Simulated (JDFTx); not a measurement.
```yaml
surface: Ge(111)
bulk: Ge, Fd-3m, lattice of mp-32 (not re-optimised)
slab: 4 atoms in 4 planes, (1×1), 4.1 Å between the outermost planes
in-plane cell: 4.013 × 4.013 Å, 13.94 Å²
cell_height: 23.1 Å
sampling: 6×6×1 k mesh, Fermi smearing 0.003 Ha, no spin polarisation
```

Both faces carry H (1.00 monolayer).

Level of theory: PBE, GBRV ultrasoft potentials, plane waves to 20/100 Ha; code: a modified build of JDFTx. Every dangling bond of both faces is capped, first by H, then by another group, relaxed in vacuum within this cell and the start's symmetry. The exchange energy is per site, for replacing H by the other cap, each cap being drawn from gas molecules at the same level (H: ½ E(H2); Br: E(HBr) − ½ E(H2)). In reaction energies these potentials put H₂ about 0.03 eV too high against large-basis PBE. Liquid: CANDLE, water, 1 M NaCl; edges there are measured from the bulk electrolyte. The edges are semilocal Kohn-Sham levels of this thin slab, taken over the k mesh, and may belong to surface states. Energies are static: no zero-point or thermal terms. Spin-orbit coupling is left out, which can move the edges for the heavier elements here.

```csv
cap,exchange energy (eV),"valence edge, vacuum (eV)","conduction edge, vacuum (eV)","valence edge, liquid (eV)","conduction edge, liquid (eV)"
H,0,-4.51,-3.74,-4.29,-3.52
Br,…,…,…,…,…
```

Q: Complete the blanks.

A: 
- Br, exchange energy (eV): -0.55
- Br, valence edge, vacuum (eV): -5.39
- Br, conduction edge, vacuum (eV): -5.08
- Br, valence edge, liquid (eV): -5.27
- Br, conduction edge, liquid (eV): -4.95
